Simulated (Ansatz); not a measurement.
## Debugging a calculation of Ta$_{4}$O

The input below was meant for crystalline Ta$_{4}$O, with PBE, plane waves and PAW in Ansatz.

```yaml
crystal:
  lattice:
    - [3.257497, 0.0, 0.0]
    - [0.0, 3.257497, 0.0]
    - [0.0, 0.0, 7.409341]
  atoms:
    - { symbol: Ta, position: [-0.0431069379, 0.0532490306, 0.499716278] }
    - { symbol: Ta, position: [0.4864811606, 0.5229431957, 0.7463814684] }
    - { symbol: Ta, position: [0.5029277173, 0.4542939758, 0.2198485165] }
    - { symbol: Ta, position: [-0.0690684858, -0.0513193979, 0.0028443373] }
    - { symbol: O, position: [0.5037087513, 0.4583335547, 0.464647465] }
basis:
  ecutwfc: 420
kpoints:
  mp_grid: { grid: [6, 6, 4] }
hamiltonian:
  xc: pbe
scf:
  occupations: { method: gaussian, width: 0.1 }
output:
  forces: true
  stress: true
  eigenvalues: true
relax:
  adjacent_minimum: "off"
  f_tol: 0.005
  max_steps: 2
  cell: { stress_tol: 0.05 }
```

Command:

```bash
ansatz run input.yaml --threads 1 --pin off --max-ram 2560MiB --backend cpu --events-out ev --progress --plain --runs-dir out
```

From the log (HF is the Harris–Foulkes energy, dr2 the density residual in eV):

```text
Bands: 35, of which v1, the nominal top of the filled ones, is band 29 counted from 1 (28 counted from 0)
Symmetry: 1 space group operations
Space group: P1 (ITA 1), of the structure as read, at distance tolerance 4.3e-5 Å
k-points: 76 of 144 (time reversal used)
Initial density: superposition of atomic densities, corrected by the library's trained network
SCF iter   1: HF=-40295.096646 eV  Δρ=9.10e-3  dr2=1.32e-1
SCF iter   2: HF=-40295.084238 eV  Δρ=4.21e-3  dr2=2.10e-2
SCF iter   3: HF=-40295.081451 eV  Δρ=1.91e-3  dr2=5.59e-3
SCF iter   4: HF=-40295.080576 eV  Δρ=4.29e-4  dr2=2.15e-4
   ...
SCF 1 converged in 8 iterations: F = -40295.080660 eV  dr2 = 1.82e-8
relax step   1: F+E_penalty+E_count = -40295.08065991 eV  Δ(F+E_penalty+E_count) = +0.000e0 eV  max|allowed force component| = 5.702e0 eV/Å  Δτ_max = 0.0000 Å  P = +13.674 GPa  Ω = 78.623 Å³  (8 SCF iters, dr2 threshold 1.00e-7 eV, accepted)
Crystal: 5 atoms, lattice volume = 79.668 Å³
Basis set: ecut = 420 eV, 1603 PW (Γ), exchange–correlation on 48×48×100 points (8 copies of the dense FFT grid, shifted against one another)
Initial density: handed on by an earlier stage of this run
SCF iter   8: HF=-40296.421716 eV  Δρ=1.42e-6  dr2=1.69e-9
SCF iter   9: HF=-40296.421716 eV  Δρ=2.86e-7  dr2=8.22e-11
SCF iter  10: F=-40296.421716 eV  HF=-40296.421716 eV  Δρ=5.41e-8  dr2=3.15e-12
SCF 2 converged in 10 iterations: F = -40296.421716 eV  dr2 = 3.15e-12
relax step   2: F+E_penalty+E_count = -40296.42171588 eV  Δ(F+E_penalty+E_count) = -1.341e0 eV  max|allowed force component| = 2.413e0 eV/Å  Δτ_max = 0.1948 Å  P = +1.085 GPa  Ω = 79.668 Å³  energy of the carried Pulay correction = -1.271e-3 eV  (10 SCF iters, accepted)
Step failed. What follows is not a result of the run: it is the report of the last solve that finished, which converged after 10 SCF iterations.
Free energy (F): -40296.421716 eV
E sigma→0 (E₀):  -40296.415855 eV
Entropy (-TS):   -0.011721 eV (-2.344 meV/atom)
Fermi energy:    18.441549 eV
--- Forces (eV/Å), atoms counted from 1 ---
  atom   1  Ta     0.29019079    -1.13203218    -0.28611089
  atom   2  Ta     0.27372523    -0.34477425     0.41200661
  atom   3  Ta     0.10872539     0.47994755    -2.40553765
  atom   4  Ta    -0.38977844     0.47447646    -0.13360207
  atom   5  O     -0.28286313     0.52238262     2.41328158
--- Stress (GPa, compression-positive) ---
        0.322743      -2.033578       0.665266
       -2.033578      -1.048534       0.393977
        0.665266       0.393977       3.399519
  P = ⅓ Tr σ = 0.8912 GPa (8.912 kbar)
```

Problem. Name the fault and the cure.

Solution. The fault is a relaxation cut at too few steps. Forces or stress still stood over their tolerances at the last step allowed. The cure is more steps.

The change to the input:

```diff
 relax:
-  max_steps: 2
+  max_steps: 100
```

With the mended input the run converges and gives a pressure of 0.01 GPa, a largest force of 0.001 eV/Å, no gap.

Time of the mended run: 4.2 min on 1 thread of AMD EPYC 7R43 64-Core Processor (Zen 3) (shared host), peak memory 0.47 GiB.